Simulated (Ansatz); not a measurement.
The relaxed structure here is a generated cell of InSb: the first start was made by placing the elements on the sites of a structure type, and the end was not matched to a known phase here, so it may be hypothetical. Known forms of InSb include space group No. 216.

A structure of InSb relaxed with PBEsol (plane waves to 420 eV, PAW, scalar-relativistic; Ansatz, a program for electronic structure); single points at other levels follow on the same geometry (Ansatz, PAW; PBEsol+SOC at 420 eV on a 6×6×10 k-mesh; spin-orbit coupling only where +SOC is written). Space group P4₂/mnm (No. 136).

```
CELL_PARAMETERS angstrom
      7.97023     0.00000     0.00000
      0.00000     7.97023     0.00000
      0.00000     0.00000     4.61406
ATOMIC_POSITIONS crystal
  Sb 0.31919 0.68081 0.00000
  Sb 0.81919 0.81919 0.50000
  Sb 0.18081 0.18081 0.50000
  Sb 0.68081 0.31919 0.00000
  In 0.32322 0.32322 0.00000
  In 0.82322 0.17678 0.50000
  In 0.17678 0.82322 0.50000
  In 0.67678 0.67678 0.00000
```

```
level         gap (eV)        kind  conduction minimum
----------  ----------  ----------  ------------------
PBEsol            0.00           –                   –
PBEsol+SOC  (withheld)  (withheld)          (withheld)
```

Question: Complete the blanks.

Answer: 
- PBEsol+SOC, gap (eV): 0.02
- PBEsol+SOC, kind: direct
- PBEsol+SOC, conduction minimum: Γ

The shift from spin-orbit coupling is approximate. No spin polarisation in the result.

The run could not lose the symmetry of its start: the end is stationary, and may be a saddle point rather than a minimum.
